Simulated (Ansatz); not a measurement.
## GdO and the effect of the functional

```
CELL_PARAMETERS angstrom
0.00000 2.70000 2.70000
2.70000 0.00000 2.70000
2.70000 2.70000 0.00000
ATOMIC_POSITIONS crystal
Gd 0.00000 0.00000 0.00000
O 0.75000 0.75000 0.75000
```

Kept alike: task equation of state; k mesh 9 × 9 × 9; occupations fermi-dirac, width 0.05 eV; collinear spin, ferromagnetic start. Program: Ansatz, Ansatz PAW. Cutoffs run from 420 to 500 eV. The mesh is that of the run's cell of 2 atoms. No spin-orbit coupling.

| run | volume (Å³/atom) | bulk modulus (GPa) |
| --- | --- | --- |
| A | 18.750 | 102.9 |
| B | 19.250 | 108.7 |
| C | 19.549 | 94.7 |

Volume and modulus come from cells scaled at fixed shape and fractions. The moments vanished: the runs ended non-magnetic. All rows use potentials made for PBE.

The runs differ in the functional (and the cutoff that goes with it) alone: PBE; PBEsol; r2SCAN. Which run is which?

Run A is PBEsol; run B is r2SCAN; run C is PBE. The volume runs from 18.750 (PBEsol) to 19.549 Å³/atom (PBE). From PBE: PBEsol -0.799; r2SCAN -0.299. The bulk modulus runs from 94.7 (PBE) to 108.7 GPa (r2SCAN). From PBE: PBEsol +8.2; r2SCAN +14.0.
